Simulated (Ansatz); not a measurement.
Mg₃AsPb, before and after

The guess for Mg₃AsPb was made by a generator: random cell by space group and Wyckoff sites (Pm-3m, No. 221). Its size is a rough estimate.

start.xyz

```xyz
5
Lattice="5.0427 0.0000 0.0000 0.0000 5.0427 0.0000 0.0000 0.0000 5.0427" Properties=species:S:1:pos:R:3 pbc="T T T"
Mg    2.5213    0.0000    0.0000
Mg    0.0000    2.5213    0.0000
Mg    0.0000    0.0000    2.5213
As    0.0000    0.0000    0.0000
Pb    2.5213    2.5213    2.5213
```

These are results of DFT PBE, scalar-relativistic, plane waves, PAW (Ansatz), not measurements. Cutoff 420 eV, Gaussian smearing, Γ-centred meshes. Cell and atoms relax first on a coarse mesh and then on a finer one. In between, the cell is made exact in the group found at 0.06 Å. In metals the finer mesh still leaves noise of several meV/atom or more. The steps can't lower the symmetry of their start. No spin polarisation.

end.xyz

```xyz
5
Lattice="5.0692 0.0000 0.0000 0.0000 5.0692 0.0000 0.0000 0.0000 5.0692" Properties=species:S:1:pos:R:3 pbc="T T T"
Mg    2.5346    0.0000    0.0000
Mg    0.0000    2.5346    0.0000
Mg    0.0000    0.0000    2.5346
As    0.0000    0.0000    0.0000
Pb    2.5346    2.5346    2.5346
```

The symmetry stays Pm-3m (No. 221). The end has the antiperovskite type. The volume per atom grows by 1.6 %, from 25.6 to 26.1 Å³. The shortest distance goes from 2.52 Å (Mg–As) to 2.53 Å (Mg–As).

* Volume per atom: 26.05 Å³
* Density: 4.53 g/cm³
* Energy over the elements: −0.07 eV/atom
* Gap on the 8×8×8 mesh of the 5-atom cell: 0 eV (a metal)

Energies over the elements count from the elements' standard structures at the same level, with no fitted energy shifts. Whether it is stable depends on the other phases of the system, which aren't compared here.

The last run used Gaussian smearing of 0.10 eV. These runs have no spin–orbit coupling, which can matter for Pb. The cell is a metal run without spin; a magnetic state may lie lower. The reference form of As is held partly by dispersion forces, which this level lacks. A structure relaxed within its symmetry needn't be a true minimum. In all, the 3 runs took 38 s on 1 thread of Arm Neoverse V2, on a shared host.
